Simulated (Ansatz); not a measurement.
Input file for Ansatz (an electronic-structure program):

Ansatz 0.2 input:
```yaml
crystal:
  lattice:
    - [-2.9890739942, 2.9890739942, 5.9502016367]
    - [2.9890739942, -2.9890739942, 5.9502016367]
    - [2.9890739942, 2.9890739942, -5.9502016367]
  atoms:
    - { symbol: Zn, position: [0.0, 0.0, 0.0] }
    - { symbol: Si, position: [0.5, 0.5, 0.0] }
    - { symbol: Cu, position: [0.75, 0.25, 0.5] }
    - { symbol: Cu, position: [0.25, 0.75, 0.5] }
    - { symbol: Te, position: [0.3877407721, 0.871342522, 0.0] }
    - { symbol: Te, position: [0.128657478, 0.128657478, 0.5163982501] }
    - { symbol: Te, position: [0.871342522, 0.3877407721, 0.0] }
    - { symbol: Te, position: [0.6122592279, 0.6122592279, 0.4836017499] }
kpoints:
  mp_grid: { grid: [7, 7, 7] }
hamiltonian:
  xc: r2scan
  pseudopotentials: { kind: paw }
scf:
  occupations: { method: fixed }
checkpoint: { read: static.run }
output: { write_density: true, elf: true, volumetric_format: npy }
basis: { fft_grid_basis: typed }
```

Output (shortened):

```
Pseudopotential: Zn, paw, valence charge 12
Pseudopotential: Si, paw, valence charge 4
Pseudopotential: Cu, paw, valence charge 19
Pseudopotential: Te, paw, valence charge 16
Functional definition: r2SCAN
Crystal: 8 atoms, lattice volume = 212.650 Å³
Basis set: ecut = 500 eV, 5413 PW (Γ), exchange–correlation on 216×216×216 points (64 copies of the dense FFT grid, shifted against one another)
Bands: 71, of which v1, the nominal top of the filled ones, is band 59 counted from 1 (58 counted from 0)
Symmetry: 8 space group operations
Space group: I-42m (ITA 121), of the structure as read, at distance tolerance 6.0e-5 Å
k-points: 40 of 343 (time reversal used)
Stability of the state it starts from, as read at its close in the unpolarized treatment …
iter 1 solved again at ethr=1.13e-7 eV; its pass at ethr=3.10e-3 eV (dr2=1.34e-4 eV) is discarded
SCF iter   1: F=—  HF=-45208.341873 eV  |F-HF|=—  |Δ(HF+E_count)|=         —  Δρ=4.97e-7  dr2=4.33e-10  dr2_τ=3.19e-11  ethr=1.13e-7  ⟨swp⟩=4.0  Hψ=18146  notcnv=0  defer=400
preconditioner: auto → Resta (q_TF=auto, 2.473 Å⁻¹)
SCF iter   2: F=—  HF=-45208.341856 eV  |F-HF|=—  |Δ(HF+E_count)|=   1.75e-5  Δρ=3.50e-7  dr2=1.31e-10  dr2_τ=1.97e-11  ethr=1.00e-12  ⟨swp⟩=14.4  Hψ=18427  notcnv=0
SCF iter   3: F=-45208.341856 eV  HF=-45208.341856 eV  |F-HF|=2.91e-11  |Δ(HF+E_count)|=  1.46e-11  Δρ=1.57e-7  dr2=4.99e-11  dr2_τ=2.98e-12  ethr=1.00e-12  ⟨swp⟩=1.0  Hψ=5674  notcnv=0
SCF 1 converged in 3 iterations: F = -45208.341856 eV  dr2 = 4.99e-11
SCF converged after 3 iterations
Free energy (F): -45208.341856 eV
Harris-Foulkes:  -45208.341856 eV  (|F-HF|=2.91e-11)
Internal energy: -45208.341856 eV  (E = F + TS)
E sigma→0 (E₀):  -45208.341856 eV
Fermi energy:    8.382525 eV
--- Per-component energies (eV) ---
  E_band       = -2165.209608
  E_kinetic    = 1491.537401
  E_local      = -19615.829762  (includes V_loc(G=0)·N_el)
  E_nonlocal   = 207.997720
  E_hartree    = 9743.120284
  E_xc         = -800.280424
  E_vxc        = -794.370747  (∫ρ·V_xc dr)
  E_paw        = -24487.658918  (= ΣΔE_a)
  E_vpaw       = -2990.486784  (= ΣTr[D̂ρ^β])
  E_aug_tail   = 0.000081  (compensation charges beyond the density's cutoff)
  E_vtau       = 49.702918  (kinetic-family band-sum trace: ∫τ·v_τ [+ j·A + Jᵃ·Aᵃ] dr)
  E_ewald      = -11747.506392
  E_core_change = 0.278154  (= ΣΔE_core)
  E_smearing   =  0.000000  (= −TS)
  E_closure    =  0.000000  (closes the sum)
  Σ components = -45208.341856   (vs F -45208.341856, Δ=0.00e0)
  [band-id]    e_kinetic+e_local+e_nonlocal+2·e_hartree+e_vxc+e_vpaw+e_augmentation_tail+e_vtau = -2165.208605   (vs E_band -2165.209608, Δ=1.00e-3)
--- Band table (eV; the first three rows and the last of 40) ---
  k-point 0: bands = ["-107.5040", "-107.5039", "-63.3688", "-63.3688", "-63.3688", "-63.3688", "-63.3152", "-63.3151", "-29.6194", "-29.6187", "-29.6171", "-29.6171", "-29.5844", "-29.5843", "-29.5823", "-29.5823", "-29.5476", "-29.5476", "-29.5476", …
  k-point 1: bands = ["-107.5039", "-107.5039", "-63.3688", "-63.3688", "-63.3688", "-63.3688", "-63.3152", "-63.3151", "-29.6193", "-29.6185", "-29.6172", "-29.6171", "-29.5843", "-29.5840", "-29.5826", "-29.5823", "-29.5477", "-29.5476", "-29.5475", …
  k-point 2: bands = ["-107.5039", "-107.5039", "-63.3688", "-63.3688", "-63.3688", "-63.3687", "-63.3151", "-63.3151", "-29.6193", "-29.6182", "-29.6175", "-29.6173", "-29.5842", "-29.5837", "-29.5829", "-29.5824", "-29.5478", "-29.5476", "-29.5476", …
  k-point 39: bands = ["-107.5040", "-107.5039", "-63.3688", "-63.3688", "-63.3688", "-63.3688", "-63.3152", "-63.3151", "-29.6208", "-29.6172", "-29.6171", "-29.6171", "-29.5847", "-29.5837", "-29.5824", "-29.5824", "-29.5481", "-29.5476", "-29.5476", …
```

Cost: roughly 80 core-seconds on shared cores.

The first step of the workflow began from a Materials Project structure, measured or hypothetical; the Crystallography Open Database copy checked does not list it. Whether it is the stable phase at ambient conditions was not checked. The r²SCAN relaxation kept the symmetry of its start; its stability against distortions is not shown here. The run is not spin-polarised. Spin–orbit coupling is left out wherever it is not named.

Potentials: the later of the program's two PAW sets.

Ansatz is a plane-wave DFT program.
